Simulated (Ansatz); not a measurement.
A relaxed cell of TaRu₅ is given with its symmetry left out. The cell was found from a structure generator's guess, not taken from experiment.

All numbers below come from DFT PBE, scalar-relativistic, plane waves, PAW (Ansatz 0.2.0). Cutoff 420 eV, Γ-centred mesh, Gaussian smearing, no spin polarisation.

```yaml
crystal:
  lattice:
    - [4.78823, 0.00000, 0.00000]
    - [-2.39412, 4.14673, 0.00000]
    - [0.00000, 0.00000, 4.37481]
  atoms:
    - { symbol: Ta, position: [0.00000, 0.00000, 0.50000] }
    - { symbol: Ru, position: [0.00000, 0.65379, 0.00000] }
    - { symbol: Ru, position: [0.65379, 0.00000, 0.00000] }
    - { symbol: Ru, position: [0.34621, 0.34621, 0.00000] }
    - { symbol: Ru, position: [0.33333, 0.66667, 0.50000] }
    - { symbol: Ru, position: [0.66667, 0.33333, 0.50000] }
```

Formation energies are uncorrected and refer to the elements' standard structures at the same level.

Question: Find its symmetry and describe it.

Answer: P-62m (No. 189), with Ta and Ru ordered on hcp sites. Conventional cell: a = 4.788 Å, c = 4.375 Å. Around Ta lie 12 Ru at 2.74–2.76 Å; around Ru on a site of symmetry m2m lie 10 Ru at 2.69–2.87 Å and 2 Ta at 2.74 Å; Ru on a site of symmetry -6 is surrounded by 9 Ru at 2.69–2.76 Å and 3 Ta at 2.76 Å.

Question: How far does it lie from the elements in energy?

Answer: −0.10 eV/atom. It lies below the elements, which doesn't yet make it stable against other compounds or structures.

Question: Is it a metal?

Answer: Yes, bands cross the Fermi level on the 12×12×8 mesh.

The last run used a 12×12×8 mesh (in the run's order of axes) for its 6-atom cell and Gaussian smearing of 0.10 eV. Spin–orbit coupling, which can matter for Ta, is left out. A structure relaxed within its symmetry needn't be a true minimum.
